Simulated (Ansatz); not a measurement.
Bi₃H₂: from a guess to a relaxed structure

Level of theory: DFT PBE, scalar-relativistic, plane waves, PAW in Ansatz 0.2.0. Cutoff 420 eV, Gaussian smearing, Γ-centred meshes. Cell and atoms relax first on a coarse mesh and then on a finer one. In between, the cell is made exact in the group found at 0.06 Å. In metals the finer mesh still leaves noise of several meV/atom or more. The steps can't lower the symmetry of their start. No spin polarisation.

The cell of Bi₃H₂ is invented: random cell by space group and Wyckoff sites (P4/mmm, No. 123). Lengths were set from tabulated atomic sizes, so they are only a guess.

Space group P4/mmm (No. 123). a = 3.991 Å, b = 3.991 Å, c = 6.711 Å, α = 90.00°, β = 90.00°, γ = 90.00°
| atom | site | symmetry | x | y | z |
| --- | --- | --- | --- | --- | --- |
| Bi | 2h | 4mm | 0.5000 | 0.5000 | 0.8379 |
| Bi | 1d | 4/mmm | 0.5000 | 0.5000 | 0.5000 |
| H | 2e | mmm. | 0.0000 | 0.5000 | 0.5000 |

Energies over the elements count from the elements' standard structures at the same level (H₂ as a molecule), with no fitted energy shifts.

Q: Describe the relaxed structure.

A: The symmetry stays P4/mmm (No. 123). The volume per atom grows by 33.1 %, from 21.4 to 28.5 Å³. The shortest distance goes from 2.00 Å (Bi–H) to 1.91 Å (Bi–H). The ratio c/a of the conventional cell changes by a factor of 1.52. The energy falls by about 2.7 eV/atom (the start's value is from the coarse mesh). Conventional cell: a = 3.818 Å, c = 9.761 Å. Bi on a site of symmetry 4mm has 2 Bi at 3.20–3.28 Å, 4 H at 3.80 Å and 4 Bi at 3.82 Å; Bi on a site of symmetry 4/mmm is surrounded by 4 H at 1.91 Å and 2 Bi at 3.28 Å; H has 2 Bi at 1.91 Å, 4 H at 2.70 Å and 4 Bi at 3.80 Å.

Space group P4/mmm (No. 123). a = 3.818 Å, b = 3.818 Å, c = 9.761 Å, α = 90.00°, β = 90.00°, γ = 90.00°
| atom | site | symmetry | x | y | z |
| --- | --- | --- | --- | --- | --- |
| Bi | 2h | 4mm | 0.5000 | 0.5000 | 0.8362 |
| Bi | 1d | 4/mmm | 0.5000 | 0.5000 | 0.5000 |
| H | 2e | mmm. | 0.0000 | 0.5000 | 0.5000 |

Q: How does it come out in energy, and is it a metal?

A: The formation energy is +0.54 eV/atom and the gap on the 10×10×4 mesh of the 5-atom cell is 0 eV (a metal).

It can't be a ground state, since the elements alone are lower.

The last run used Gaussian smearing of 0.10 eV. These runs have no spin–orbit coupling, which can matter for Bi. The cell is a metal run without spin; a magnetic state may lie lower. With hydrogen, zero-point motion can shift formation energies by some tens of meV/atom. A structure relaxed within its symmetry needn't be a true minimum.
